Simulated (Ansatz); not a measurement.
B4C:
```
B4C
1.0
    2.81596     1.62580     4.02501
   -2.81596     1.62580     4.02501
    0.00000    -3.25159     4.02501
B C
12 3
Cartesian
 -1.40227  -0.80960   7.73338
  1.40227   0.80960   4.34165
  1.40227  -0.80960   7.73338
 -1.40227   0.80960   4.34165
  0.00000   1.61920   7.73338
  0.00000  -1.61920   4.34165
 -0.91191  -0.52649  10.70004
  0.91191   0.52649   1.37499
  0.91191  -0.52649  10.70004
 -0.91191   0.52649   1.37499
  0.00000   1.05298  10.70004
  0.00000  -1.05298   1.37499
  0.00000   0.00000   7.36287
  0.00000   0.00000   4.71216
  0.00000   0.00000   6.03751
```

Cartesian axes are those of the cell as given.

### Question
Give the high-frequency dielectric tensor and the Born effective charge tensors of the independent atoms from DFPT, r²SCAN in the plane-wave PAW code Ansatz.

### Answer

ε∞:
```
7.30  0.00  0.00
0.00  7.30  0.00
0.00  0.00  8.90
```
Z* of atom 1 (B), rows: field, columns: displacement, in e:
```
 0.82   0.52  -0.06
 0.52   0.21  -0.04
-0.86  -0.50  -0.15
```
Z* of atom 7 (B), rows: field, columns: displacement, in e:
```
-0.05   0.13   0.08
 0.13  -0.20   0.05
 0.32   0.19   0.03
```
Z* of atom 13 (C), rows: field, columns: displacement, in e:
```
-1.77   0.00   0.00
 0.00  -1.77   0.00
 0.00   0.00  -2.76
```
Z* of atom 15 (C), rows: field, columns: displacement, in e:
```
1.21  0.00  0.00
0.00  1.21  0.00
0.00  0.00  6.25
```

Static charges for comparison (Bader): B1 +0.34, B7 +0.10, C13 -1.07, C15 -0.49 e. Born charges measure polarisation by displacement and can exceed these by far.

Space group R-3m. The workflow started from a Materials Project entry (that database holds measured and hypothetical structures alike); the Crystallography Open Database copy checked does not list it. Its standing as an ambient phase is unchecked. The cell was relaxed with r²SCAN under the symmetry of its start; whether a distortion lowers the energy is not shown.

Potentials: the earlier of the program's two PAW sets. The files were generated under PBE; for other functionals the program regenerates the frozen cores, and for LDA and PBEsol the local potential too.
